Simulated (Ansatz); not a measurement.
**ZnC$_{2}$: zone-centre modes at 14 GPa**

Method: DFT PBEsol, scalar-relativistic, plane waves, PAW (Ansatz 0.2.0). Plane waves to 420 eV; Γ-centred k mesh 8×8×8; fixed occupations. No spin polarisation. Phonons by linear response, acoustic sum rule imposed.

The cell, relaxed at 14 GPa:
```yaml
crystal:
  lattice:
    - [-1.76618, 1.76618, 2.52889]
    - [1.76618, -1.76618, 2.52889]
    - [1.76618, 1.76618, -2.52889]
  atoms:
    - { symbol: Zn, position: [0.00000, 0.00000, 0.00000] }
    - { symbol: C, position: [0.62302, 0.62302, 0.00000] }
    - { symbol: C, position: [0.37698, 0.37698, 0.00000] }
```

Its imaginary modes show that this cell, built by swapping an element in a database structure, isn't a minimum of the energy.

Optical modes at Γ (transverse, no macroscopic field); i marks an imaginary frequency:
```json
{"frequency (THz)": "6.17i", "degeneracy": "2", "IR intensity of the level ((D/Å)²/amu)": "19.53"}
{"frequency (THz)": "11.73", "degeneracy": "2", "IR intensity of the level ((D/Å)²/amu)": "0.00"}
{"frequency (THz)": "18.65", "degeneracy": "1", "IR intensity of the level ((D/Å)²/amu)": "2.64"}
{"frequency (THz)": "60.04", "degeneracy": "1", "IR intensity of the level ((D/Å)²/amu)": "0.00"}
```

2 of the 6 optical modes are unstable, so the structure is a saddle point of the energy and would distort without enlarging its cell.

| Quantity | Value |
| --- | --- |
| Electronic dielectric constant ε∞ (principal values) | 5.97, 5.97, 7.37 |
| Refractive index √ε∞, mean | 2.54 |
| Kohn–Sham gap on the mesh | 1.73 eV |

Born effective charges (e):
```tsv
atom	Z*xx	Z*yy	Z*zz	mean
Zn (atom 1)	2.73	2.73	1.42	2.29
C (atom 2)	-1.36	-1.36	-0.71	-1.15
```

Whether ZnC2 exists in this form wasn't checked.